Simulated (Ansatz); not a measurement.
Ta2Se:
```cif
data_Se2Ta4
_chemical_formula_sum 'Ta4 Se2'
_space_group_name_H-M_alt 'P 1'
_space_group_IT_number 1
_cell_length_a 3.33478
_cell_length_b 3.33478
_cell_length_c 9.68390
_cell_angle_alpha 90.000
_cell_angle_beta 90.000
_cell_angle_gamma 90.000
loop_
_space_group_symop_operation_xyz
  'x, y, z'
loop_
_atom_site_label
_atom_site_type_symbol
_atom_site_fract_x
_atom_site_fract_y
_atom_site_fract_z
_atom_site_occupancy
Ta1 Ta 0.50000 0.00000 0.75602 1
Ta2 Ta 0.00000 0.50000 0.24398 1
Ta3 Ta 0.00000 0.50000 0.92331 1
Ta4 Ta 0.50000 0.00000 0.07669 1
Se1 Se 0.00000 0.50000 0.63340 1
Se2 Se 0.50000 0.00000 0.36660 1
```

Relaxed with LDA.

Question: Which orbitals make up the states near the Fermi level in LDA (plane waves, PAW; program Ansatz)?

Answer: Within 0.5 eV of the Fermi level: Ta 5d 83 %, Se 4p 8 %. Projections are on Löwdin-orthogonalised atomic valence shells; empty p or d shells of many metals are not among them.

Question: Tabulate the density of states.

Answer: States/eV per cell of 6 atoms, in 0.25 eV bins, energy from the Fermi level.

```csv
E (eV),total,Ta 5d,Se 4p,Ta 6s
-7.85,0.43,0.06,0.23,0.12
-7.60,1.63,0.27,0.92,0.36
-7.35,1.94,0.33,1.09,0.42
-7.10,2.53,0.43,1.38,0.57
-6.85,3.45,0.68,2.06,0.54
-6.60,3.50,0.74,2.12,0.47
-6.35,1.70,0.34,1.00,0.26
-6.10,1.61,0.34,0.86,0.30
-5.85,3.28,0.88,1.88,0.37
-5.60,3.95,1.27,2.12,0.40
-5.35,2.81,0.98,1.23,0.46
-5.10,3.72,1.36,1.52,0.62
-4.85,3.36,1.13,1.58,0.43
-4.60,2.90,0.92,1.55,0.26
-4.35,3.83,1.67,1.72,0.27
-4.10,5.23,2.57,2.06,0.41
-3.85,4.66,2.46,1.83,0.25
-3.60,3.87,2.00,1.51,0.23
-3.35,4.80,2.81,1.51,0.33
-3.10,4.14,2.73,0.93,0.33
-2.85,2.17,1.29,0.67,0.14
-2.60,3.43,2.53,0.53,0.25
-2.35,6.40,5.08,0.68,0.36
-2.10,4.09,3.12,0.52,0.26
-1.85,8.28,7.16,0.55,0.26
-1.60,4.03,3.34,0.35,0.17
-1.35,5.10,4.27,0.33,0.24
-1.10,5.79,4.84,0.40,0.25
-0.85,3.15,2.58,0.27,0.13
-0.60,2.11,1.70,0.21,0.06
-0.35,2.10,1.74,0.19,0.04
-0.10,2.14,1.86,0.13,0.06
0.15,5.01,4.13,0.43,0.11
0.40,4.23,3.44,0.34,0.11
0.65,4.28,3.36,0.39,0.19
0.90,4.37,3.31,0.47,0.26
1.15,3.16,2.35,0.46,0.14
1.40,2.85,2.18,0.42,0.10
1.65,3.20,2.42,0.50,0.11
1.90,4.08,3.22,0.51,0.14
2.15,4.46,3.54,0.51,0.16
2.40,4.87,3.79,0.57,0.18
2.65,7.77,6.15,0.72,0.37
2.90,7.18,5.74,0.66,0.31
3.15,8.06,6.48,0.72,0.37
3.40,6.38,4.83,0.64,0.50
3.65,4.28,3.26,0.37,0.38
```

Space group P4/nmm. The workflow started from a Materials Project entry (that database holds measured and hypothetical structures alike); the Crystallography Open Database files this formula in space group No. 129, but the cells were not matched. Its standing as an ambient phase is unchecked. The cell was relaxed with LDA under the symmetry of its start; its stability against distortions is not shown here. The run is not spin-polarised. A crystal of weakly bound layers computed without a dispersion correction: the cell and the soft elastic constants depend strongly on that. Spin–orbit coupling is left out wherever it is not named.

Potentials: the later of the program's two PAW sets.
